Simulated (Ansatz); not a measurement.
SrO (rock salt)

```yaml
crystal:
  lattice:
    - [0.00000, 2.59750, 2.59750]
    - [2.59750, 0.00000, 2.59750]
    - [2.59750, 2.59750, 0.00000]
  atoms:
    - { symbol: O, position: [0.00000, 0.00000, 0.00000] }
    - { symbol: Sr, position: [0.50000, 0.50000, 0.50000] }
```

The slice is a {100} plane (indices of the conventional cell) through the point (0.500, 0.500, 0.500) (fractional), spanned by u = [100] and v = [0 1 -1] in vectors of this cell: u (3.67 Å) and v (3.67 Å, at 90° to u). It covers one period; positions are fractions (u, v).

Level of theory: PBE (plane waves to 420 eV, PAW, scalar-relativistic; Ansatz, a program for electronic structure). k mesh 11×11×11. These are valence fields of a PAW run, semicore shells included where kept as valence: close to a nucleus they are smooth pseudo fields. SrO was relaxed with its symmetry unable to fall.

**Question.** What is the ELF at the density minimum of the shortest O–Sr line in this plane (2.60 Å)?

**Answer.** 0.1.

**Question.** What is the valence density on the shortest O–Sr line in this plane (2.60 Å), at its minimum between the atoms?

**Answer.** 0.22 e/Å³.

**Question.** Sketch the electron localisation function (ELF) on this plane as a map.

**Answer.** 
| v \ u | 0.00 | 0.12 | 0.25 | 0.38 | 0.50 | 0.62 | 0.75 | 0.88 |
|---|---|---|---|---|---|---|---|---|
| 0.88 | x | 0.85 | 0.58 | 0.06 | 0.18 | 0.06 | 0.58 | 0.85 |
| 0.75 | 0.81 | 0.58 | 0.09 | 0.49 | 0.73 | 0.49 | 0.09 | 0.58 |
| 0.62 | 0.07 | 0.06 | 0.49 | 0.82 | x | 0.82 | 0.49 | 0.06 |
| 0.50 | 0.03 | 0.19 | 0.73 | x | x | x | 0.73 | 0.19 |
| 0.38 | 0.07 | 0.06 | 0.49 | 0.82 | x | 0.82 | 0.49 | 0.06 |
| 0.25 | 0.81 | 0.58 | 0.09 | 0.49 | 0.73 | 0.49 | 0.09 | 0.58 |
| 0.12 | x | 0.85 | 0.58 | 0.06 | 0.18 | 0.06 | 0.58 | 0.85 |
| 0.00 | x | x | 0.81 | 0.06 | 0.03 | 0.06 | 0.81 | x |

Values: electron localisation function (ELF). Points within 0.5 Å of a nucleus are blanked (x), as the pseudised field means little there.
